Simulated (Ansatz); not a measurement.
Input:

CdF₂:
```cif
data_CdF2
_chemical_formula_sum 'Cd1 F2'
_space_group_name_H-M_alt 'P 1'
_space_group_IT_number 1
_cell_length_a 3.83132
_cell_length_b 3.83132
_cell_length_c 3.83132
_cell_angle_alpha 60.000
_cell_angle_beta 60.000
_cell_angle_gamma 60.000
loop_
_space_group_symop_operation_xyz
  'x, y, z'
loop_
_atom_site_label
_atom_site_type_symbol
_atom_site_fract_x
_atom_site_fract_y
_atom_site_fract_z
_atom_site_occupancy
Cd1 Cd 0.00000 0.00000 0.00000 1
F1 F 0.25000 0.25000 0.25000 1
F2 F 0.75000 0.75000 0.75000 1
```

This is the HSE06-relaxed structure.

### Question
All from plane-wave PAW HSE06 (Ansatz code), unless another level is named. Give the smallest direct gap on the standard path.

### Answer
5.74 eV.

### Question
Next, the band gap?

### Answer
5.14 eV (indirect).

### Question
Next, the gap with spin–orbit coupling?

### Answer
5.13 eV (at the special points and the edges found without it).

### Question
Give the conduction-band minimum.

### Answer
at Γ.

### Question
What about the valence-band maximum?

### Answer
at W.

Space group Fm-3m (fluorite). The HSE06 relaxation kept the symmetry of its start. The hybrid was solved on a coarse mesh, the path and, where they were found, the r²SCAN edge points; its band edges are the extreme levels among these. Spin–orbit coupling is left out wherever it is not named.

Potentials: the earlier of the program's two PAW sets. The files were generated under PBE; for other functionals the program regenerates the frozen cores, and for LDA and PBEsol the local potential too.
